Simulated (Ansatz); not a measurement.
Relaxing MgMo in the L11 type

First guess:

```yaml
crystal:
  lattice:
    - [1.46376, -0.84510, 4.78161]
    - [0.00000, 1.69020, 4.78161]
    - [-1.46376, -0.84510, 4.78161]
  atoms:
    - { symbol: Mg, position: [0.00000, 0.00000, 0.00000] }
    - { symbol: Mo, position: [0.50000, 0.50000, 0.50000] }
```

Theory: Ansatz 0.2.0, DFT, PBEsol, PAW with Ansatz's default frozen-core files, scalar-relativistic.

Cell and atoms relax within the symmetry of the start on a 13×13×13 k mesh with 0.03 eV Fermi–Dirac smearing.

The start is built from a prototype, known or not as a phase of this compound; the cutoff is 420 eV.

**Question.** What is the pressure of the first guess?

**Answer.** -7.11 GPa.

**Question.** What does it relax to?

**Answer.** a = 2.816 Å, b = 2.816 Å, c = 14.629 Å, α = 90.00°, β = 90.00°, γ = 120.00° (conventional cell), 16.74 Å³ per atom:
Space group R-3m:H (No. 166). a = 2.816 Å, b = 2.816 Å, c = 14.629 Å, α = 90.00°, β = 90.00°, γ = 120.00°
```csv
atom,site,symmetry,x,y,z
Mg,3a,-3m,0.0000,0.0000,0.0000
Mo,3b,-3m,0.6667,0.3333,0.8333
```

**Question.** How much energy does the relaxation release?

**Answer.** 55 meV/atom.
